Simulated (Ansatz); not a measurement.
Input:

HfBeSi:
```xyz
6
Lattice="3.6954 0.0000 0.0000 -1.8477 3.2003 0.0000 0.0000 0.0000 7.1041" Properties=species:S:1:pos:R:3 pbc="T T T"
Hf     0.0000     0.0000     0.0000
Hf     0.0000     0.0000     3.5520
Be     0.0000     2.1336     1.7760
Be     1.8477     1.0668     5.3281
Si     0.0000     2.1336     5.3281
Si     1.8477     1.0668     1.7760
```

This is the r²SCAN-relaxed structure.

Problem. All from r²SCAN (plane waves, PAW; program Ansatz), unless another level is named. Give the electronic character.

Solution. metallic (no gap).

Problem. Give the density of states at the Fermi level.

Solution. 0.08 states/eV per atom (mean over ±0.08 eV).

Problem. Give the formation energy from the elements (no fitted shifts).

Solution. -66 kJ/mol of atoms.

Space group P6_3/mmc. The workflow started from a Materials Project entry (that database holds measured and hypothetical structures alike); the Crystallography Open Database copy checked does not list it. With Be and Si taken as one species the cell has the higher symmetry P6/mmm, so it may be an ordered model of a mixed-site phase. Its standing as an ambient phase is unchecked. The r²SCAN relaxation kept the symmetry of its start; its stability against distortions is not shown here. No spin polarisation was allowed. The references are the lowest solids computed at this level, not always the standard phases. Spin–orbit coupling is left out wherever it is not named.

Potentials: the later of the program's two PAW sets.
